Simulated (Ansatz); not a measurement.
With DFT-r²SCAN in the program Ansatz with PAW potentials, InSb in the NiAs type structure (P6_3/mmc) relaxes to a = 4.235 Å, c = 7.347 Å. In has 6 nearest neighbours from 3.06 Å (octahedral); Sb has 6 nearest neighbours from 3.06 Å (trigonal prismatic). Against the elements it lies at -0.017 eV/atom, with no fitted shifts.

Electronic character: metallic (no gap). Gap from r²SCAN with spin–orbit coupling: none (metallic).

An equation-of-state fit gives a bulk modulus of 52.7 GPa. Bader charges are In +0.49, Sb -0.49 e.

The start of the workflow was typed in or built on a structure type; neither database checked (COD, Materials Project) lists it. It is not the phase usual at ambient conditions (space group No. 216). The r²SCAN relaxation kept the symmetry of its start; whether a distortion lowers the energy is not shown. The references are the lowest solids computed at this level, not always the standard phases. Spin–orbit coupling is left out wherever it is not named.

Potentials: the earlier of the program's two PAW sets.
